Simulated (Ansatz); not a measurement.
Ta (bcc, W type)

```xyz
1
Lattice="-1.6526 1.6526 1.6526 1.6526 -1.6526 1.6526 1.6526 1.6526 -1.6526" Properties=species:S:1:pos:R:3 pbc="T T T"
Ta     0.0000     0.0000     0.0000
```

Two coordinates are scanned: the volume, and the ratio of the stretch along z (the conventional c axis) to the stretch across it. Atoms keep their fractional coordinates.

Level of theory: r2SCAN (plane waves to 500 eV, PAW, scalar-relativistic; Ansatz, a quantum-chemistry and plane-wave program). k mesh 20×20×20 (Γ-centred), Fermi-Dirac smearing 0.05 eV. Stress and pressure are positive under compression. With partly filled bands, the response to shear is sensitive to the k mesh, so small differences along c/a are uncertain. Spin-orbit coupling is left out, though Ta is heavy. Ta is run without spin polarisation. Ta was relaxed with its symmetry unable to fall. The PAW data are Ansatz's earlier set. 

Task: What σzz (GPa) does the calculation give at all points of the grid V/V₀ = 0.960, 0.973, 0.987, 1.000, 1.013, 1.027, 1.040 by (c/a)/(c/a)₀ = 0.960, 0.973, 0.987, 1.000, 1.013, 1.027, 1.040?

Result: σzz (GPa), with V/V₀ across and (c/a)/(c/a)₀ down:

```csv
(c/a)/(c/a)₀ \ V/V₀,0.960,0.973,0.987,1.000,1.013,1.027,1.040
0.960,12.8,9.5,6.3,3.3,0.5,-2.2,-4.7
0.973,11.6,8.3,5.2,2.2,-0.6,-3.2,-5.6
0.987,10.3,7.1,4.0,1.1,-1.6,-4.1,-6.5
1.000,9.0,5.8,2.8,0.0,-2.6,-5.1,-7.4
1.013,7.8,4.6,1.7,-1.1,-3.6,-6.0,-8.3
1.027,6.6,3.6,0.7,-2.0,-4.5,-6.9,-9.1
1.040,5.7,2.7,-0.1,-2.8,-5.3,-7.6,-9.8
```

(Under strain, the slope of the energy per volume gives the stress and its curvature an elastic modulus.)
